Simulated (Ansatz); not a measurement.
GaP:
```xyz
2
Lattice="3.2169 0.0000 0.0000 0.0000 3.2169 0.0000 0.0000 0.0000 3.2169" Properties=species:S:1:pos:R:3 pbc="T T T"
Ga     0.0000     0.0000     0.0000
P      1.6085     1.6085     1.6085
```

Relaxed with PBE. Special points in fractions of this cell's reciprocal vectors: Γ (0.000, 0.000, 0.000); X (0.000, 0.500, 0.000); M (0.500, 0.500, 0.000); R (0.500, 0.500, 0.500).

**Question.** List the band energies nearest the Fermi level at these points for PBE (plane waves, PAW; program Ansatz).

**Answer.** In eV from the Fermi level; about four levels below and three above (degenerate sets whole), none deeper than 8.9 eV; … stands for higher levels left out; points with the same levels are listed once.

```json
[
 {"k": "Γ", "below": "-1.06 -0.74 -0.74 -0.74", "above": "4.46 4.46 …"},
 {"k": "X", "below": "-8.60", "above": "1.21 1.21 3.49"},
 {"k": "M", "below": "-5.52 -5.52 -4.64", "above": "2.04 7.62 7.62"},
 {"k": "R", "below": "-1.47 -0.64 -0.64 -0.64", "above": "…"}
]
```

Space group Pm-3m (CsCl type). The cell is a constructed one: a structure type filled with these elements; neither database checked (COD, Materials Project) lists it. It is not the phase usual at ambient conditions (space group No. 216). The cell was relaxed with PBE under the symmetry of its start; whether a distortion lowers the energy is not shown. Scalar-relativistic: spin–orbit coupling is off unless named, which matters more the heavier the elements.

Potentials: the later of the program's two PAW sets.
